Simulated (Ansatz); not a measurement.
Ru (hcp, Mg type)

```
CELL_PARAMETERS angstrom
      2.72216     0.00000     0.00000
     -1.36108     2.35746     0.00000
      0.00000     0.00000     4.29083
ATOMIC_POSITIONS crystal
  Ru 0.33333 0.66667 0.75000
  Ru 0.66667 0.33333 0.25000
```

Two coordinates are scanned: the volume, and the ratio of the stretch along z (the conventional c axis) to the stretch across it. Atoms keep their fractional coordinates.

Method: PBE (plane waves to 420 eV, PAW, scalar-relativistic; Ansatz, a quantum-chemistry and plane-wave program). k mesh 20×20×11 (Γ-centred), Fermi-Dirac smearing 0.05 eV. Compression counts positive. With partly filled bands, the response to shear is sensitive to the k mesh, so small differences along c/a are uncertain. Ru is run without spin polarisation. Ru was relaxed with its symmetry unable to fall. 

| σzz − σxx (GPa) | V/V₀ = 0.920 | V/V₀ = 0.947 | V/V₀ = 0.973 | V/V₀ = 1.000 | V/V₀ = 1.027 | V/V₀ = 1.053 | V/V₀ = 1.080 |
|---|---|---|---|---|---|---|---|
| (c/a)/(c/a)₀ = 0.880 | 67.0 | 60.5 | 54.7 | 49.4 | 44.6 | 40.3 | ___ |
| (c/a)/(c/a)₀ = 0.920 | 47.8 | 43.0 | 38.6 | 34.7 | 31.2 | 28.0 | ___ |
| (c/a)/(c/a)₀ = 0.960 | 25.6 | 22.7 | 20.1 | 17.8 | 15.8 | 13.9 | 12.2 |
| (c/a)/(c/a)₀ = 1.000 | 2.2 | 1.3 | 0.6 | 0.0 | -0.5 | -1.0 | -1.4 |
| (c/a)/(c/a)₀ = 1.040 | -21.4 | -20.0 | -18.7 | -17.6 | -16.5 | -15.5 | ___ |
| (c/a)/(c/a)₀ = 1.080 | -44.0 | -40.5 | -37.2 | -34.3 | -31.6 | -29.2 | -27.0 |
| (c/a)/(c/a)₀ = 1.120 | -65.5 | -59.8 | -54.7 | -50.0 | -45.8 | -41.9 | -38.4 |

### Question
Fill in the missing entries.

### Answer

- (c/a)/(c/a)₀ = 0.880, V/V₀ = 1.080: 36.4
- (c/a)/(c/a)₀ = 0.920, V/V₀ = 1.080: 25.1
- (c/a)/(c/a)₀ = 1.040, V/V₀ = 1.080: -14.6

(Under strain, the slope of the energy per volume gives the stress and its curvature an elastic modulus.)
